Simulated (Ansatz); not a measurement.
Zn2SnO4 in space group Imma (No. 74; Pearson symbol oI28), DFT-PBEsol in the program Ansatz with PAW potentials. The conduction-band minimum lies at Γ, with 1 equivalent valley. Second derivatives d²E/dk² of the lowest band at one valley (eV·Å²), along Cartesian directions:

```
direction  d²E/dk²
---------  -------
[100]        36.66
[010]        35.69
[001]        36.37
[110]        36.18
[101]        36.51
[011]        36.03
```

Task: Find the principal effective masses, the density-of-states mass and the conductivity mass.

Result: Off-diagonal terms follow from H_xy = H[110] − (H_xx + H_yy)/2, and m*/mₑ = 7.620 eV·Å² over each eigenvalue: 0.21, 0.21, 0.21. One valley's DOS mass (m₁m₂m₃)^(1/3) = 0.21, conductivity mass 3/(Σ 1/mᵢ) = 0.21 mₑ.

Task: What effective density of states Nc follows at 300 K for parabolic valleys?

Result: Nc = 2.509e19 × 1 × (0.21)^(3/2) ≈ 2.4e18 cm⁻³.

The first step of the workflow began from a Materials Project structure, measured or hypothetical; the Crystallography Open Database copy checked does not list it. Its standing as an ambient phase is unchecked. Symmetry was held in the PBEsol relaxation; its stability against distortions is not shown here. Scalar-relativistic: spin–orbit coupling is off unless named, which matters more the heavier the elements.

Potentials: the later of the program's two PAW sets.

Edges and masses are those of Kohn–Sham bands, whose gap is no quasiparticle gap.
